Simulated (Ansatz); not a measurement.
**What DFT gives for HfW**

```xyz
2
Lattice="1.7060 2.9549 0.0000 -1.7060 2.9549 0.0000 0.0000 0.0000 3.3232" Properties=species:S:1:pos:R:3 pbc="T T T"
W     0.0000    0.0000    0.0000
Hf    0.0002    3.9398    1.6616
```

The numbers come from plane-wave PAW DFT (Ansatz): PBEsol, spin-orbit coupling, 420 eV, 11×11×10 Γ-centred k points, fermi-dirac occupations (width 0.0118 eV). Nothing was relaxed.

The state carries no moments; the state need not be the lowest.

(1) Is there a gap?

(2) Is it stable against the elements?

(3) Give the Bader charges.

(4) Is the cell too large or too small?

Origin: a known structure type with other elements, at an estimated volume, so it need not be a known compound. Caveats: atoms or cell far from equilibrium; the SCF threshold is loose for a stress.

Answers

(1) It is a metal, with about 1.6 states/eV a cell as the mean within 0.25 eV of the Fermi level, mostly W d (64 %) and Hf d (26 %).

(2) 1.23 eV an atom against the elements' usual phases (free molecules for gases, crystals otherwise, with no correction for O₂ or N₂), so at this geometry it isn't bound against them. Relaxing would lower it.

(3) Bader charges in e: Hf +0.73, W -0.73. In the mean Hf gives up most and W takes most.

(4) The pressure is 34.9 GPa (compression positive), so with the atoms held at these fractions the cell would first expand. The principal stresses 22.8, 22.8, 58.9 GPa differ, so its shape would change too.
